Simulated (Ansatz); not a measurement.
Relaxed BaZrO$_{3}$ (cubic perovskite):

```yaml
crystal:
  lattice:
    - [4.22721, 0.00000, 0.00000]
    - [0.00000, 4.22721, 0.00000]
    - [0.00000, 0.00000, 4.22721]
  atoms:
    - { symbol: Ba, position: [0.00000, 0.00000, 0.00000] }
    - { symbol: Zr, position: [0.50000, 0.50000, 0.50000] }
    - { symbol: O, position: [0.00000, 0.50000, 0.50000] }
    - { symbol: O, position: [0.50000, 0.50000, 0.00000] }
    - { symbol: O, position: [0.50000, 0.00000, 0.50000] }
```

In each cell atom 3 (O, nearest neighbour Zr at 2.114 Å; its periodic images, 4.2 Å or more away, move with it) moves by s·(0.707, 0.707, 0.000) (along Cartesian [110]), the rest being held.

Calculation: PBE (plane waves to 420 eV, PAW, scalar-relativistic; Ansatz, an electronic-structure program). k mesh 6×6×6 (Γ-centred), Fermi-Dirac smearing 0.05 eV. Left out: 4 of 11 points, with atoms too close for the PAW data. F∥ is the force on the atom along that direction. BaZrO3 is run without spin polarisation. BaZrO3 was relaxed with its symmetry unable to fall. 

```csv
s (Å),F∥ (eV/Å)
-0.378,3.075
-0.252,1.859
-0.126,0.863
0.000,0.000
0.126,-0.863
0.252,-1.859
0.378,-3.075
```

Task: What is the force constant k = d²E/ds² of this move at s = 0?

Result: 6.67 eV/Å². The forces along the line at the two nearest points give (0.863 − (-0.863)) / (2·0.126) = 6.85 eV/Å²; the next pair corrects for the finite step.

(For displaced atoms, the force is minus the slope of the energy, and its curvature is a force constant, which sets phonon frequencies.)
